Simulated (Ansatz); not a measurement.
The relaxed structure here is a generated cell of InSb: the first start was made by placing the elements on the sites of a structure type, and the end was not matched to a known phase here, so it may be hypothetical. Known forms of InSb include space group No. 216.

A structure of InSb relaxed with PBEsol (plane waves to 420 eV, PAW, scalar-relativistic; Ansatz, an electronic-structure program); single points at other levels follow on the same geometry (Ansatz, PAW; PBEsol+SOC at 420 eV on a 12×12×6 k-mesh; spin-orbit coupling only where +SOC is written). Space group P6₃mc (No. 186).

Space group P6₃mc (No. 186); a = b = 4.5960 Å, c = 7.5659 Å, α = β = 90.00°, γ = 120.00°

| atom | site | symmetry | x | y | z |
|---|---|---|---|---|---|
| In | 2b | 3m. | 0.3333 | 0.6667 | 0.4996 |
| Sb | 2b | 3m. | 0.3333 | 0.6667 | 0.1256 |

```
level       gap (eV)  kind  conduction minimum
----------  --------  ----  ------------------
PBEsol          0.00     –                   –
PBEsol+SOC       ___   ___                 ___
```

Complete the blanks.


- PBEsol+SOC, gap (eV): 0.04
- PBEsol+SOC, kind: indirect
- PBEsol+SOC, conduction minimum: Γ

The shift from spin-orbit coupling is approximate. No spin polarisation in the result.

The run could not lose the symmetry of its start: the end is stationary, and may be a saddle point rather than a minimum.
